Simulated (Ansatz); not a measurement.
HfO2 (Pca2_1), relaxed with LDA (Ansatz, a quantum-chemistry and plane-wave program, plane waves, PAW): a = 5.1813 Å, b = 4.9757 Å, c = 4.9960 Å, α = 90.00°, β = 90.00°, γ = 90.00°.

- gap (eV) = 4.33
- ΔH_f (eV/atom) = -3.66
- ε∞ = 5.15
- ε0 = 21.2
- highest Γ mode, no LO–TO term (cm⁻¹) = 742
- electron conductivity mass (mₑ) = 1.9

Question: The same phase is relaxed and computed with r²SCAN in the same code. What are the cell and these values now?

Answer: a = 5.2467 Å, b = 5.0306 Å, c = 5.0594 Å, α = β = γ = 90.00°.

* **gap (eV)**: 4.94
* **ΔH_f (eV/atom)**: -3.75
* **ε∞**: 4.70
* **ε0**: 21.7
* **highest Γ mode, no LO–TO term (cm⁻¹)**: 741
* **electron conductivity mass (mₑ)**: 2.0

All cells were relaxed under the symmetry of their starts (and spin orders); stability against distortions was not tested throughout. Rows with no word on spin ran without spin polarisation. Spin–orbit coupling is left out wherever it is not named.

Potentials: the later of the program's two PAW sets.

Ansatz is a plane-wave DFT program.

Formation energies count from the lowest solids of the elements computed at the same level, not from gases.
